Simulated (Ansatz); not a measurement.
The cell of MgTl2GaC6N6 is invented: cyanide-bridged rock-salt net of two metals, 2 guest cations a cell (Fm-3m, No. 225). Lengths were set from tabulated atomic sizes, so they are only a guess.

```yaml
crystal:
  lattice:
    - [0.00000, 5.13500, 5.13500]
    - [5.13500, 0.00000, 5.13500]
    - [5.13500, 5.13500, 0.00000]
  atoms:
    - { symbol: Mg, position: [0.00000, 0.00000, 0.00000] }
    - { symbol: Tl, position: [0.25000, 0.25000, 0.25000] }
    - { symbol: Tl, position: [0.75000, 0.75000, 0.75000] }
    - { symbol: Ga, position: [0.50000, 0.50000, 0.50000] }
    - { symbol: C, position: [0.80721, 0.19279, 0.19279] }
    - { symbol: C, position: [0.19279, 0.80721, 0.19279] }
    - { symbol: C, position: [0.19279, 0.19279, 0.80721] }
    - { symbol: C, position: [0.19279, 0.80721, 0.80721] }
    - { symbol: C, position: [0.80721, 0.19279, 0.80721] }
    - { symbol: C, position: [0.80721, 0.80721, 0.19279] }
    - { symbol: N, position: [0.69328, 0.30672, 0.30672] }
    - { symbol: N, position: [0.30672, 0.69328, 0.30672] }
    - { symbol: N, position: [0.30672, 0.30672, 0.69328] }
    - { symbol: N, position: [0.30672, 0.69328, 0.69328] }
    - { symbol: N, position: [0.69328, 0.30672, 0.69328] }
    - { symbol: N, position: [0.69328, 0.69328, 0.30672] }
```

These are results of DFT PBE, scalar-relativistic, plane waves, PAW in Ansatz 0.2.0, not measurements. Cutoff 420 eV, Gaussian smearing, Γ-centred meshes. Cell and atoms relax first on a coarse mesh and then on a finer one. In between, the cell is made exact in the group found at 0.06 Å. In metals the finer mesh still leaves noise of several meV/atom or more. The steps can't lower the symmetry of their start. No spin polarisation.

A guess keeps its type if space group and coordination stay and the shape of the cell changes little (axis ratios within about 15 %, angles within 6°); the volume may change.

Q: Does this structure survive the relaxation?

A: It keeps its type. The symmetry stays Fm-3m (No. 225). The volume per atom grows by 23.1 %, from 16.9 to 20.8 Å³. The shortest distance stays 1.17 Å (C–N). Counting neighbours within 15 % of an atom's shortest distance, the start has C 1, Ga 6, Mg 6, N 1, Tl 24 and the end C 1, Ga 6, Mg 6, N 1, Tl 24.

The last run used a 6×6×6 mesh for its 16-atom cell and Gaussian smearing of 0.10 eV. Spin–orbit coupling, which can matter for Tl, is left out. An odd number of electrons in the primitive cell allows no gap without spin; a larger cell or a magnetic state could open one. Tl stands nearly free of neighbours here, and without spin polarisation the energy of such atoms comes out too high. The cell is a metal run without spin; a magnetic state may lie lower. A structure relaxed within its symmetry needn't be a true minimum.
